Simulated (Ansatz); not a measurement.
AsAu: computed DOS

```cif
data_structure
_symmetry_space_group_name_H-M 'P 1'
_symmetry_Int_Tables_number 1
_cell_length_a 4.1299
_cell_length_b 4.1299
_cell_length_c 4.1299
_cell_angle_alpha 60.000
_cell_angle_beta 60.000
_cell_angle_gamma 60.000
_cell_volume 49.81
loop_
_atom_site_label
_atom_site_type_symbol
_atom_site_fract_x
_atom_site_fract_y
_atom_site_fract_z
_atom_site_occupancy
Au1 Au 0.00000 0.00000 0.00000 1
As1 As 0.25000 0.25000 0.25000 1
```

The runs use the primitive cell with vectors (0.000, 2.920, 2.920), (2.920, 0.000, 2.920), (2.920, 2.920, 0.000) Å, to which the k mesh refers.

The cell was built from the zincblende type and relaxed in the same program, and has space group F-43m; it needn't be a known or the stable phase.

Spin–orbit coupling is left out, though it moves levels of the heavy atoms by tenths of an eV or more.

Computed with DFT, PBE, all-electron LAPW, scalar-relativistic (Ansatz 0.2.0).

Settings: a Γ-centred 11×11×11 k mesh, Fermi–Dirac smearing of 0.08 eV, basis error target 0.25 meV/atom, no spin polarisation.

States per eV and cell, averaged over 0.6 eV, from -6.4 to 6.0 eV, with energies (bin centres) from the Fermi level; empty bins are left out. The partial columns, the largest 4 alone, are projections on Löwdin-orthogonalised atomic shells (those that the program's projection atoms carry: the occupied ones and, for some elements, an empty d or f shell; other empty shells have no column), summed over atoms of an element. Weights on diffuse s and p shells depend on that basis and aren't pure angular character.

| E (eV) | total | Au 5d | As 4p | Au 6s | As 4s |
| --- | --- | --- | --- | --- | --- |
| -6.2 | 0.02 | 0.01 | 0.01 | 0.00 | 0.00 |
| -5.6 | 4.17 | 2.57 | 1.22 | 0.33 | 0.01 |
| -5.0 | 5.69 | 4.07 | 1.34 | 0.24 | 0.01 |
| -4.4 | 5.32 | 5.09 | 0.12 | 0.09 | 0.01 |
| -3.8 | 1.56 | 1.35 | 0.09 | 0.10 | 0.02 |
| -3.2 | 1.56 | 1.08 | 0.21 | 0.08 | 0.16 |
| -2.6 | 0.67 | 0.34 | 0.16 | 0.06 | 0.08 |
| -2.0 | 0.55 | 0.19 | 0.24 | 0.04 | 0.05 |
| -1.4 | 1.18 | 0.29 | 0.73 | 0.05 | 0.05 |
| -0.8 | 1.38 | 0.31 | 0.92 | 0.04 | 0.05 |
| -0.2 | 1.46 | 0.30 | 1.01 | 0.04 | 0.04 |
| 0.4 | 1.35 | 0.26 | 0.96 | 0.03 | 0.03 |
| 1.0 | 1.05 | 0.19 | 0.77 | 0.02 | 0.01 |
| 1.6 | 0.49 | 0.09 | 0.36 | 0.01 | 0.00 |
| 2.2 | 0.20 | 0.04 | 0.16 | 0.00 | 0.00 |
| 2.8 | 0.03 | 0.00 | 0.01 | 0.01 | 0.00 |
| 3.4 | 0.35 | 0.01 | 0.10 | 0.15 | 0.04 |
| 4.0 | 0.60 | 0.01 | 0.17 | 0.25 | 0.05 |
| 4.6 | 1.56 | 0.02 | 0.33 | 0.46 | 0.05 |
| 5.2 | 1.14 | 0.02 | 0.28 | 0.34 | 0.02 |
| 5.8 | 0.88 | 0.01 | 0.16 | 0.16 | 0.01 |

**Question.** Where is the centre of the filled Au 5d states between -14 eV and the top of the filled states?

**Answer.** -4.43 eV from the Fermi level.
